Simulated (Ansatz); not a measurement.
Single point in Ansatz 0.2.0 with PBE, no spin polarisation. Cutoff 420 eV, PAW datasets, 11×7×7 Γ-centred k mesh, fermi-dirac filling (width 0.1 eV).

Computed maps in the lattice plane spanned by a (left to right, 2.86 Å, 9 points from zero) and b (bottom to top, 4.62 Å, 14 points from zero), 90° apart, at height 0.261 along c. The fields are smooth PAW ones with compensation charges, not the true ones near nuclei.

Valence density. Digits on a logarithmic scale: 0 up to 0.03 e/Å³, each further digit a factor of 1.6, 9 from 1.3 e/Å³ up:
```
557999975
558999985
458999985
456999965
445677654
555566555
876555567
998655689
999655699
999655699
998544589
876544567
555555555
555688655
```

ELF. Ten even steps from '0' (0.11) to '9' (0.98):
```
000255200
001599510
001599510
100144100
110000001
000000000
100011000
640000004
982000028
982000028
531000013
000111100
000000000
000011000
```

Q: The cell is Co$_{2}$O. Which atoms lie within 0.2 Å of this plane, and where (fractions of a and b)?

A: Co at (0.00, 0.33), Co at (0.50, 0.82). The whole cell:
```yaml
crystal:
  lattice:
    - [2.86473, 0.00000, 0.00000]
    - [0.00000, 4.62373, 0.00000]
    - [0.00000, 0.00000, 4.36140]
  atoms:
    - { symbol: Co, position: [0.00000, 0.32500, 0.26100] }
    - { symbol: Co, position: [0.50000, 0.17500, 0.76100] }
    - { symbol: Co, position: [0.00000, 0.67500, 0.73900] }
    - { symbol: Co, position: [0.50000, 0.82500, 0.23900] }
    - { symbol: O, position: [0.00000, 0.00000, 0.00000] }
    - { symbol: O, position: [0.50000, 0.50000, 0.50000] }
```

Origin: a known structure type with other elements, at an estimated volume, so it need not be a known compound. Caveats: no spin polarisation, so a magnetic state may lie lower.
